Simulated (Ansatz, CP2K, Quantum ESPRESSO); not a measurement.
**The equilibrium volume of GeW, sorted by core time**

The structure is cubic, space group Fm-3m (No. 225). The conventional cell has a = 5.155 Å, b = 5.155 Å, c = 5.155 Å, α = 90.00°, β = 90.00°, γ = 90.00°. Ge (site symmetry m-3m) is surrounded by 6 W at 2.58 Å. W (site symmetry m-3m) is surrounded by 6 Ge at 2.58 Å.

The cell comes from a database or a generator and needn't be the stable form of this composition.

```csv
rung,level,program and potentials,cutoff (eV),k mesh,smearing,task,core time,chip,equilibrium volume (Å³/atom),notes
GGA,PBE,"Ansatz, Ansatz PAW (earlier soft set)",420,9 × 9 × 9,fermi-dirac 0.05,equation of state,8 s,Intel Xeon,17.15,-
non-local van der Waals functional,BEEF-vdW,"CP2K, POTENTIAL_UZH Ge GTH-PBE-q4, W GTH-PBE-q14; TZVP-MOLOPT-PBE-GTH basis",-,7 × 7 × 7,fermi-dirac 0.05,relaxation of cell and atoms,93 s,AMD EPYC 9R45 Zen 5,17.16,atomic basis; potentials made for PBE
GGA,PBEsol,"CP2K, POTENTIAL_UZH Ge GTH-PBE-q4, W GTH-PBE-q14; TZVP-MOLOPT-PBE-GTH basis",-,7 × 7 × 7,fermi-dirac 0.05,relaxation of cell and atoms,2 min,AMD EPYC 9R45 Zen 5,16.88,atomic basis; potentials made for PBE
GGA,PBE,"CP2K, POTENTIAL_UZH Ge GTH-PBE-q4, W GTH-PBE-q14; TZVP-MOLOPT-PBE-GTH basis",-,7 × 7 × 7,fermi-dirac 0.05,relaxation of cell and atoms,2.2 min,AMD EPYC 9R45 Zen 5,17.19,atomic basis
LDA,LDA,"CP2K, POTENTIAL_UZH Ge GTH-PBE-q4, W GTH-PBE-q14; TZVP-MOLOPT-PBE-GTH basis",-,7 × 7 × 7,fermi-dirac 0.05,relaxation of cell and atoms,2.3 min,AMD EPYC 9R45 Zen 5,16.78,atomic basis; potentials made for PBE
GGA,PBE,"CP2K, POTENTIAL_UZH Ge GTH-PBE-q4, W GTH-PBE-q14; TZVP-MOLOPT-PBE-GTH basis",-,9 × 9 × 9,fermi-dirac 0.05,equation of state,5.6 min,Intel Xeon 6975P-C Granite Rapids,17.21,atomic basis
GGA,PBE,"Quantum ESPRESSO, SSSP 1.3 efficiency PBE",748,9 × 9 × 9,fermi-dirac 0.05,equation of state,5.9 min,Intel Xeon Platinum 8175M Skylake/Cascade Lake,17.15,-
```

Times are single runs on shared hosts and different chips, so they are rough; meshes, cutoffs and the tasks' sizes weigh on the time. All rows: no spin polarisation. Smearing widths are in eV. For a metal such meshes aren't converged. Meshes differ between rows, which moves values too. Meshes are those of the run's cell of 2 atoms unless a note names another. Relaxations start from the cell shown or near it and stop with a little pressure left. Runs on faulty files, with rough fits or with known faults for this quantity aren't shown. No row holds spin-orbit coupling.

By rung: GGA 17.15; LDA in atomic bases 16.78; GGA in atomic bases 16.88 to 17.21; non-local van der Waals functional in atomic bases 17.16 (Å³/atom).
